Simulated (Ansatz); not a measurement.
Data:

SrTiO3:
```
SrTiO3
1.0
    3.89143     0.00000     0.00000
    0.00000     3.89143     0.00000
    0.00000     0.00000     3.89143
Sr Ti O
1 1 3
Direct
  0.00000   0.00000   0.00000
  0.50000   0.50000   0.50000
  0.50000   0.00000   0.50000
  0.00000   0.50000   0.50000
  0.50000   0.50000   0.00000
```

This is the PBEsol-relaxed structure.

Task: All from the program Ansatz at the PBEsol level (PAW), unless another level is named. Predict the Born charges (a third of the trace).

Result: Sr +2.56, Ti +7.31, O -3.29 e.

Task: Predict the electronic dielectric constant ε∞ (DFPT).

Result: 6.31.

Space group Pm-3m (cubic perovskite). The cell was relaxed with PBEsol under the symmetry of its start. At this level the phase is dynamically unstable (imaginary phonons). No spin polarisation was allowed. Scalar-relativistic: spin–orbit coupling is off unless named, which matters more the heavier the elements.

Potentials: the earlier of the program's two PAW sets. The files were generated under PBE; for other functionals the program regenerates the frozen cores, and for LDA and PBEsol the local potential too.
